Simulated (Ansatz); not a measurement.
Values for one crystal, relaxed and computed with DFT-r²SCAN in the program Ansatz with PAW potentials; other levels are named.

```yaml
volume_per_atom: 44.23 Å³
band_gap: 1.10 eV (direct)
valence_band_maximum: at T
electron_effective_mass: 0.11, 0.54, 0.54 mₑ (principal values)
Formation energy from the elements (no fitted shifts): -0.94 eV/atom
Pressure derivative B′: 7.2
Bulk modulus (Birch–Murnaghan fit): 9.5 GPa
```

Pick the material that matches.
A) CsGeI3, R3m (I on 9b, Cs on 3a, Ge on 3a)
B) HgF, I4/mmm (Hg on 4e, F on 4e)
C) HfO2, P2_1/c (Hf on 4e, O on 4e, O on 4e)
D) Al2O3, corundum

A, CsGeI3, R3m (I on 9b, Cs on 3a, Ge on 3a)

The workflow started from an entry of the Crystallography Open Database (COD, 293 K). Its standing as an ambient phase is unchecked. The cell was relaxed with r²SCAN under the symmetry of its start; whether a distortion lowers the energy is not shown. The references are the lowest solids computed at this level, not always the standard phases. Spin–orbit coupling is left out wherever it is not named.

Potentials: the later of the program's two PAW sets.
